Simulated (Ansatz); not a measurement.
Property card of a RuSeS sheet

The structure comes from a generated guess, relaxed at this level; another structure or a mixture of phases may lie lower.

Method: DFT PBE, scalar-relativistic, plane waves, PAW in Ansatz 0.2.0. Cutoff 420 eV; k points 18×18×1 on the computed 3-atom cell (Γ-centred); Gaussian smearing, width 0.10 eV; no spin polarisation.

The sheet is periodic along a and b; c holds vacuum.

```xyz
3
Lattice="3.5552 0.0000 0.0000 -1.7776 3.0789 0.0000 0.0000 0.0000 30.1258" Properties=species:S:1:pos:R:3 pbc="T T F"
Ru    0.0000    0.0000    8.7642
Se    1.7776    1.0263   10.3596
S     0.0000    2.0526    7.7862
```

Energies over the elements count from the elements' standard structures at the same level, with no fitted energy shifts.

```yaml
Layer_group: p3m1 (No. 69)
In-plane_cell: a = 3.555 Å, b = 3.555 Å, γ = 120.0°
Area_per_atom: 3.65 Å²
Thickness_between_the_outermost_nuclei: 2.57 Å
Formation_energy: −0.17 eV/atom
Band_gap_over_mesh_and_path: none (metal or semimetal)
Density_of_states_at_the_Fermi_level: 3.1 states/eV per cell
Löwdin_character_within_0.5_eV_of_the_Fermi_level: Ru 4d 48 %, Se 4p 29 %, S 3p 20 %
Bader_charges_e: Ru1 0.60, Se2 -0.24, S3 -0.36
```

Levels along Γ–M–K–Γ, in eV from the Fermi level, sorted by energy at each point. Points in fractions of the primitive reciprocal vectors: Γ (0.000 0.000 0.000), M (0.500 0.000 0.000), K (0.333 0.333 0.000).
```tsv
point	k (1/Å, with 2π)	band 16	band 17	band 18	band 19	band 20	band 21	band 22
Γ	0.000	-1.83	-1.75	-0.05	-0.05	0.31	3.43	3.43
-	0.146	-1.92	-1.67	-0.43	0.02	0.58	3.08	3.34
-	0.291	-2.11	-1.52	-0.78	0.12	0.74	2.44	3.12
-	0.437	-2.29	-1.54	-0.79	0.12	0.57	2.06	2.93
-	0.583	-2.37	-1.75	-0.78	-0.06	0.22	2.06	2.84
-	0.729	-2.29	-2.08	-0.90	-0.38	-0.06	2.24	2.83
-	0.875	-2.37	-2.11	-0.95	-0.73	-0.35	2.45	2.84
M	1.020	-2.46	-1.99	-0.91	-0.91	-0.54	2.55	2.85
-	1.105	-2.47	-2.06	-1.03	-0.90	-0.38	2.52	2.78
-	1.189	-2.53	-2.23	-1.11	-0.92	-0.15	2.37	2.69
-	1.273	-2.66	-2.42	-1.10	-0.93	0.04	2.10	2.68
-	1.357	-2.80	-2.58	-1.09	-0.90	0.14	1.85	2.69
-	1.441	-2.88	-2.74	-1.10	-0.81	0.19	1.67	2.70
-	1.525	-2.92	-2.90	-1.13	-0.73	0.19	1.55	2.71
K	1.609	-3.02	-2.91	-1.14	-0.69	0.19	1.52	2.72
-	1.778	-2.92	-2.67	-1.06	-0.83	0.21	1.64	2.68
-	1.946	-2.95	-2.09	-1.08	-0.76	0.28	1.88	2.56
-	2.114	-2.86	-1.65	-1.02	-0.40	0.43	2.09	2.35
-	2.283	-2.63	-1.51	-0.78	-0.12	0.67	2.20	2.41
-	2.451	-2.31	-1.49	-0.80	0.10	0.78	2.38	2.88
-	2.619	-1.97	-1.64	-0.50	0.03	0.62	2.99	3.29
Γ	2.788	-1.83	-1.75	-0.05	-0.05	0.31	3.43	3.43
```

The last run used an 18×18×1 mesh for its 3-atom cell and Gaussian smearing of 0.10 eV. The reference forms of S and Se are held partly by dispersion forces, which this level lacks.
